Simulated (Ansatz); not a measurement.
## Electric field gradients in PN

These are results of DFT PBE+D3(BJ), scalar-relativistic, plane waves, PAW (Ansatz), not measurements. Settings: 420 eV plane-wave cutoff, Γ-centred 18×14×12 mesh, Fermi-Dirac smearing of 0.15 eV. No spin polarisation.

Equilibrium structure at this level:
```yaml
crystal:
  lattice:
    - [2.34762, 0.00000, 0.00000]
    - [0.00000, 2.91283, 0.00000]
    - [0.00000, 0.00000, 3.34355]
  atoms:
    - { symbol: P, position: [0.00000, 0.00000, 0.50000] }
    - { symbol: N, position: [0.00000, 0.00000, 0.00000] }
```

The cell was built by swapping an element in a database structure (itself possibly hypothetical) and relaxing; it need not be the stable form of this composition. In a metal these results depend on the k mesh and the smearing.

Question: Give V_zz (10²¹ V/m²) and the asymmetry η at each distinct site.

Answer:
```csv
atom,V_zz,η
P (atom 1),2.12,0.61
N (atom 2),-2.82,0.35
```